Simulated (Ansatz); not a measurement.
# CsPbCl3 (cubic perovskite): zone-centre phonons and dielectric response

Perturbation theory with PBEsol in Ansatz 0.2.0 on the PBEsol cell, ground state and force constants on a 4×4×4 mesh. No spin polarisation and no zero-point or thermal motion.

It is cubic, Pm-3m (No. 221); conventional cell a = 5.626 Å, 35.61 Å³ an atom. Cs has 12 Cl at 3.98 Å; Pb has 6 Cl at 2.81 Å; Cl has 2 Pb at 2.81 Å and 4 Cs at 3.98 Å.

```
Cs Pb Cl
1.0
     5.62552    0.00000    0.00000
     0.00000    5.62552    0.00000
     0.00000    0.00000    5.62552
Cs Pb Cl
1 1 3
Cartesian
  0.0000 0.0000 0.0000
  2.8128 2.8128 2.8128
  2.8128 2.8128 0.0000
  2.8128 0.0000 2.8128
  0.0000 2.8128 2.8128
```

Optical modes without the longitudinal term (negative means imaginary):

| ω (cm⁻¹) | degeneracy | IR intensity, summed over the level ((D/Å)²/amu) |
| --- | --- | --- |
| -26 | 3 | 2.66 |
| -11 | 3 | 0.00 |
| 45 | 3 | 0.56 |
| 129 | 3 | 33.48 |

2 optical levels at Γ are imaginary (26i, 11i cm⁻¹, printed negative). By the program's warning the force constants, and with them frequencies and ε⁰, aren't converged on this mesh, so whether the cell is unstable needs a finer one. Of the real levels 2 are infrared active, the strongest at 129 cm⁻¹.

The clamped-ion dielectric constant comes out as 4.03 in all directions. Born charges, averaged over directions: Cs +1.32, Pb +3.95, Cl -1.76 e.

For comparison, on the r2SCAN cell the mean ε∞ is 3.53 with r2SCAN (ground state on 4×4×4; least gap 2.46 eV), 3.8 with PBE (ground state on 4×4×4; least gap 2.09 eV).

Spin-orbit coupling is left out; in compounds of Pb, Bi, Tl or Hg it can lower a gap by up to about 1 eV, split its edges or invert the bands.
